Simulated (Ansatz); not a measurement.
Theory: DFT r2SCAN, scalar-relativistic, plane waves, PAW in Ansatz.

Structure of InSe:

```
CELL_PARAMETERS angstrom
4.04325 0.00000 0.00000
-2.02163 3.50156 0.00000
0.00000 0.00000 17.42303
ATOMIC_POSITIONS crystal
In 0.33333 0.66667 0.16972
In 0.66667 0.33333 0.66972
In 0.33333 0.66667 0.33028
In 0.66667 0.33333 0.83028
Se 0.33333 0.66667 0.59750
Se 0.66667 0.33333 0.09750
Se 0.33333 0.66667 0.90250
Se 0.66667 0.33333 0.40250
```

Settings: cutoff 500 eV, Γ-centred mesh 12×12×2 on the computed 8-atom cell, Gaussian smearing of 0.02 eV; no spin polarisation.

Levels along Γ–M–K–Γ–A–L–H–A | L–M | H–K, in eV from a zero inside the gap, sorted by energy at each point. Points in fractions of the primitive reciprocal vectors: Γ (0.000 0.000 0.000), M (0.500 0.000 0.000), K (0.333 0.333 0.000), A (0.000 0.000 0.500), L (0.500 0.000 0.500), H (0.333 0.333 0.500).
| point | k (1/Å, with 2π) | band 55 | band 56 | band 57 | band 58 | band 59 | band 60 | band 61 |
| --- | --- | --- | --- | --- | --- | --- | --- | --- |
| Γ | 0.000 | -1.67 | -1.59 | -1.59 | -0.47 | 0.47 | 1.43 | 2.14 |
| - | 0.449 | -2.24 | -2.10 | -1.31 | -0.99 | 1.96 | 1.99 | 2.02 |
| M | 0.897 | -2.52 | -2.52 | -2.27 | -1.83 | 1.24 | 1.27 | 1.74 |
| - | 1.156 | -2.72 | -2.38 | -2.28 | -1.85 | 1.79 | 1.86 | 1.88 |
| K | 1.415 | -2.48 | -2.48 | -2.15 | -2.15 | 1.54 | 1.93 | 2.44 |
| - | 1.933 | -2.55 | -2.37 | -1.28 | -1.15 | 2.23 | 2.37 | 2.41 |
| Γ | 2.451 | -1.67 | -1.59 | -1.59 | -0.47 | 0.47 | 1.43 | 2.14 |
| - | 2.541 | -1.60 | -1.60 | -1.52 | -0.71 | 0.69 | 1.32 | 2.14 |
| A | 2.631 | -1.62 | -1.62 | -1.14 | -1.14 | 1.05 | 1.05 | 2.15 |
| - | 3.080 | -2.14 | -2.14 | -1.11 | -1.11 | 1.92 | 1.92 | 2.22 |
| L | 3.529 | -2.58 | -2.58 | -2.06 | -2.06 | 1.44 | 1.44 | 1.58 |
| - | 3.788 | -2.52 | -2.52 | -2.03 | -2.03 | 1.82 | 1.82 | 2.12 |
| H | 4.047 | -2.63 | -2.63 | -2.06 | -2.06 | 1.71 | 1.71 | 2.37 |
| - | 4.565 | -2.59 | -2.59 | -1.19 | -1.19 | 2.27 | 2.27 | 2.56 |
| A | 5.083 | -1.62 | -1.62 | -1.14 | -1.14 | 1.05 | 1.05 | 2.15 |
| L | 5.083 | -2.58 | -2.58 | -2.06 | -2.06 | 1.44 | 1.44 | 1.58 |
| - | 5.173 | -2.57 | -2.54 | -2.21 | -1.90 | 1.28 | 1.37 | 1.64 |
| M | 5.263 | -2.52 | -2.52 | -2.27 | -1.83 | 1.24 | 1.27 | 1.74 |
| H | 5.263 | -2.63 | -2.63 | -2.06 | -2.06 | 1.71 | 1.71 | 2.37 |
| - | 5.353 | -2.56 | -2.56 | -2.10 | -2.10 | 1.58 | 1.86 | 2.40 |
| K | 5.443 | -2.48 | -2.48 | -2.15 | -2.15 | 1.54 | 1.93 | 2.44 |

The cell holds layers, and r2SCAN describes their binding at middle range but leaves out its long-range dispersion part.

Cost: 1 run of about 6.8 core-minutes, on Arm Neoverse V2 (shared hosts).